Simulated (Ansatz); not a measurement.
GaCo:
```yaml
crystal:
  lattice:
    - [2.88153, 0.00000, 0.00000]
    - [0.00000, 2.88153, 0.00000]
    - [0.00000, 0.00000, 2.88153]
  atoms:
    - { symbol: Ga, position: [0.50000, 0.50000, 0.50000] }
    - { symbol: Co, position: [0.00000, 0.00000, 0.00000] }
```

Relaxed with PBE. Special points in fractions of this cell's reciprocal vectors: Γ (0.000, 0.000, 0.000); X (0.000, 0.500, 0.000); M (0.500, 0.500, 0.000); R (0.500, 0.500, 0.500).

**Question.** List the band energies nearest the Fermi level at these points for the program Ansatz at the PBE level (PAW).

**Answer.** In eV from the Fermi level; about four levels below and three above (degenerate sets whole), none deeper than 8.9 eV; points with the same levels are listed once.

```csv
k,below,above
Γ,-2.57 -2.57 -0.75 -0.75 -0.75,5.14 5.14 5.14
X,-2.34 -1.77 -1.77 -0.75,0.09 10.57 10.57
M,-2.49 -1.24 -1.24 -0.26,2.23 3.10 11.48
R,-4.11 -4.11 -4.11 -0.22 -0.22,0.60 3.78 3.78 3.78
```

Space group Pm-3m (CsCl type). Symmetry was held in the PBE relaxation. The workflow began spin-polarised and lost its moments. The cell computed holds one magnetic atom, so no antiferromagnetic order was within reach. Scalar-relativistic: spin–orbit coupling is off unless named, which matters more the heavier the elements.

Potentials: the earlier of the program's two PAW sets.
